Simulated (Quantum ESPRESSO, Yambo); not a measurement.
## AlN at +2 % biaxial strain: DFT and GW levels

AlN is modelled in the hexagonal space group P6₃mc (No. 186), the wurtzite structure, Pearson symbol hP4. Cell: a = b = 3.1754 Å, c = 4.9206 Å, α = β = 90.00°, γ = 120.00°. N on 2b has 4 Al at 1.909–1.914 Å (tetrahedral). Al on 2b sees 4 N at 1.909–1.914 Å (tetrahedral). (Neighbours: up to the widest gap in distance over summed covalent radii, below 1.35, at either atom; cation-cation contacts left out.)

The PBEsol cell relaxed from Materials Project entry mp-661 was given a biaxial strain of +2 % along x and y, z relaxed, and the atoms were relaxed again.

Starting point: norm-conserving PBEsol (Quantum ESPRESSO, 84 Ry, without SOC). G0W0 in Yambo: 6×6×4 Γ-centred k mesh, 78 bands and a 8 Ry block in the screening, 78 bands in G with the Bruneval-Gonze terminator, plasmon pole fitted at 27.2 eV.

| Quantity | Result |
|---|---|
| PBEsol gap along the band path | 3.70 eV |
| PBEsol gap between the mesh's edge points (Γ → Γ) | 3.70 eV |
| G0W0 gap between the same points | 5.12 eV |

```
k point  band  E PBEsol (eV)  E QP (eV)  shift (eV)     Z
-------  ----  -------------  ---------  ----------  ----
Γ          VB           0.00      -0.77       -0.77  0.79
Γ          CB           3.70       4.35        0.65  0.82
A          VB          -0.85      -1.72       -0.87  0.79
A          CB           5.86       6.66        0.80  0.82
H          VB          -0.84      -1.74       -0.90  0.79
H          CB           7.16       8.07        0.91  0.82
```

Energies count from the PBEsol valence-band maximum.

Convergence of the G0W0 settings was not tested.
